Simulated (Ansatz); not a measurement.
Problem. Each is relaxed and computed with plane-wave PAW LDA (Ansatz code). Which is the only metal?
(A) SiC, 4H polytype
(B) Rb2NiP2, Cmcm (Rb on 4c, Rb on 4c, Ni on 4a, P on 8g)
(C) Si2W, Cmcm (Si on 4c, Si on 4c, W on 4c)
(D) WS2, P6_3/mmc (W on 2c, S on 4f)

Solution. C, Si2W, Cmcm (Si on 4c, Si on 4c, W on 4c). Si2W: metal; SiC: gap 2.18 eV (indirect); WS2: gap 0.83 eV (indirect); Rb2NiP2: gap 0.51 eV (indirect). Constructed cells (a structure type filled with these elements, in neither database checked): Si2W, Cmcm (Si on 4c, Si on 4c, W on 4c). Not the usual ambient phase: Si2W, Cmcm (Si on 4c, Si on 4c, W on 4c). Standing as an ambient phase not checked: Rb2NiP2, Cmcm (Rb on 4c, Rb on 4c, Ni on 4a, P on 8g). Weakly bound layers, chains or molecules computed without a dispersion correction, so cells and soft constants are ill determined: WS2, P6_3/mmc (W on 2c, S on 4f). All cells were relaxed under the symmetry of their starts (and spin orders); stability against distortions was not tested throughout. Rows with no word on spin ran without spin polarisation. Spin–orbit coupling is left out wherever it is not named.

Potentials: the later of the program's two PAW sets.
